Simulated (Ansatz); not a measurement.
Input and command of a plane-wave DFT calculation in Ansatz:

```yaml
crystal:
  lattice:
    - [0.0, 1.9449, 1.9449]
    - [1.9449, 0.0, 1.9449]
    - [1.9449, 1.9449, 0.0]
  atoms:
    - { symbol: Pd, position: [0.0, 0.0, 0.0] }
basis:
  ecutwfc: 420
kpoints:
  mp_grid: { grid: [24, 24, 24] }
hamiltonian:
  xc: pbesol
scf:
  occupations: { method: gaussian, width: 0.15 }
output:
  forces: true
  stress: true
  eigenvalues: true
```

```bash
ansatz run input.yaml --threads 1 --pin off --max-ram 2560MiB --backend cpu --events-out ev --progress --plain --runs-dir out
```

Processor: Arm Neoverse V1, 1 thread, on a host shared with other jobs.

Task: Estimate time, memory and problem size.

Result: About 4.4 s on 1 thread of Arm Neoverse V1, with other jobs on the host, peak memory 0.34 GiB. It solves 13 bands at 413 k points (the mesh reduced by symmetry) with about 283 plane waves, in 6 SCF iterations.
